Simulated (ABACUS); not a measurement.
Input and output of a self-consistent single point for CsPbBr3 (Amm2, 20 atoms in the cell; from Materials Project mp-1120725) (ABACUS).

Level of theory: ABACUS 3.10.1 with PBEsol, numerical atomic orbitals SZP (confined pseudo-atomic orbitals with Gaussian additions; energy shift 0.01 Ry), PseudoDojo 0.4 standard norm-conserving PBEsol (tails mended) pseudopotentials.

```
CELL_PARAMETERS angstrom
      6.03737     0.00000     0.00000
      0.00000    11.62583     0.00000
      0.00000     0.00000    11.61513
ATOMIC_POSITIONS crystal
  Cs 0.50000 0.00000 0.49435
  Cs 0.50000 0.00000 0.99685
  Cs 0.50000 0.50000 0.99435
  Cs 0.50000 0.50000 0.49685
  Pb 0.00000 0.25054 0.74223
  Pb 0.00000 0.74946 0.74223
  Pb 0.00000 0.75054 0.24223
  Pb 0.00000 0.24946 0.24223
  Br 0.00000 0.68736 0.49278
  Br 0.00000 0.31264 0.49278
  Br 0.50000 0.74659 0.73960
  Br 0.50000 0.25341 0.73960
  Br 0.00000 0.00000 0.30648
  Br 0.00000 0.00000 0.68111
  Br 0.00000 0.18736 0.99278
  Br 0.00000 0.81264 0.99278
  Br 0.50000 0.24659 0.23960
  Br 0.50000 0.75341 0.23960
  Br 0.00000 0.50000 0.80648
  Br 0.00000 0.50000 0.18111
```

Reference input (self-consistent single point, DFT, PBEsol, plane waves, PseudoDojo 0.4 standard norm-conserving PBEsol (tails mended) pseudopotentials): KPT = Gamma 2 1 1 0 0 0; basis_type = pw; dft_functional = PBESOL; ecutwfc = 62.5 Ry; smearing_method = fd; smearing_sigma = 0.00367493 Ry; potentials = PseudoDojo 0.4 standard norm-conserving PBEsol (tails mended); symmetry = 1; symmetry_prec = 1e-05; ks_solver = cg; scf_nmax = 100; scf_thr = 1.0e-09 Ry. This run's input differs from it in these lines:

```diff
@@ -4,6 +4,7 @@
 calculation          scf
-basis_type           pw
+basis_type           lcao
 pseudo_dir           ./
+orbital_dir          ./
 dft_functional       PBESOL
-ecutwfc              62.5
+ecutwfc              100.0
 symmetry             1
@@ -12,5 +13,5 @@
 smearing_sigma       0.00367493
-ks_solver            cg
+ks_solver            genelpa
 scf_nmax             100
-scf_thr              1.0e-09
+scf_thr              1.0e-07
 mixing_type          pulay
@@ -19,2 +20,3 @@
 cal_stress           1
+out_mul              1
 device               cpu
@@ -25,2 +27,7 @@
 Br 79.904 Br.upf
+
+NUMERICAL_ORBITAL
+Cs_pbesol_11.3au_2s2p1d.orb
+Pb_pbesol_7.6au_1s1p2d1f.orb
+Br_pbesol_5.5au_1s1p1d.orb
```

The program printed (abridged):

```
 SELF-CONSISTENT
 -------------------------------------------

                  longest orb rcut (Bohr) = 11.3
   longest nonlocal projector rcut (Bohr) = 2.58
                     search radius (Bohr) = 27.8

                          real space grid = [ 75, 144, 144 ]
                                 init_chg = atomic

 LCAO ALGORITHM --------------- ION=   1  ELEC=   1--------------------------------

 Density error is 0.0631205626824
 E_KohnSham     -1123.3616642743     -15284.1195488931
 E_Fermi        0.3141956631         4.2748513044

 LCAO ALGORITHM --------------- ION=   1  ELEC=   2--------------------------------

   [... lines left out ...]

   [... 7 blocks of this kind left out ...]

 LCAO ALGORITHM --------------- ION=   1  ELEC=  10--------------------------------

 Density error is 2.22607137678e-07
 E_KohnSham     -1123.4827115785     -15285.7664819578
 E_Fermi        0.3170729383         4.3139986424

 LCAO ALGORITHM --------------- ION=   1  ELEC=  11--------------------------------

 Density error is 6.05478712808e-08
 E_KohnSham     -1123.4827115784     -15285.7664819567
 E_KS(sigma->0) -1123.4827115566     -15285.7664816604
 E_entropy(-TS) -0.0000000436        -0.0000005925
 E_Fermi        0.3170728729         4.3139977522
 charge density convergence is achieved
 final etot is -15285.766482 eV
 EFERMI = 4.3139977522 eV

 STATE ENERGY(eV) AND OCCUPATIONS    NSPIN == 1
   [... 103 lines left out ...]

   [... 103 lines left out ...]

 TOTAL-FORCE (eV/Angstrom)
                       Cs1         0.0000000000         0.0000000000        -0.0098018808
                       Cs2         0.0000000000         0.0000000000         0.0082868294
                       Cs3         0.0000000000         0.0000000000        -0.0098018808
                       Cs4         0.0000000000         0.0000000000         0.0082868294
                       Pb1         0.0000000000        -0.0290940155         0.0175861299
                       Pb2         0.0000000000         0.0290940155         0.0175861299
   [... lines left out ...]

 TOTAL-STRESS (KBAR)
       -13.0296566514         0.0000000000         0.0000000000
         0.0000000000       -13.9362960440         0.0000000000
         0.0000000000         0.0000000000       -13.5184101239
 TOTAL-PRESSURE: -13.494788 KBAR

 --------------------------------------------
 !FINAL_ETOT_IS -15285.7664819566580263 eV
 --------------------------------------------
```

The run converged in 11 iterations. Against the reference run the free energy rises by 414 meV/atom, the pressure goes from 0.13 to -1.35 GPa and the largest force goes from 0.210 to 0.259 eV/Å.

Spin-orbit coupling is left out, which matters for bands and gaps with elements this heavy. The atom-centred basis is finite, which shifts total energies, pressures and forces against plane waves. A single-zeta basis is rough, for pressures and forces above all. This run is one point of a test of settings, so its values need not be converged; read them against the reference run alone. The structure comes from a collection of computed structures, made at another level of theory; the collection holds predicted forms beside known ones. With one or two k-points the zone of this small cell is coarsely sampled: energies, forces and stress carry that error and can break the symmetry, so a converged loop does not mean converged values.

Cost on one core: very roughly 80 core-seconds.

The atomic orbitals were generated for these runs; they are not ABACUS's published sets and were checked against plane waves on a few crystals only.

“Tails mended”: in these copies of the files the far tail of each local potential was reset to the Coulomb form.
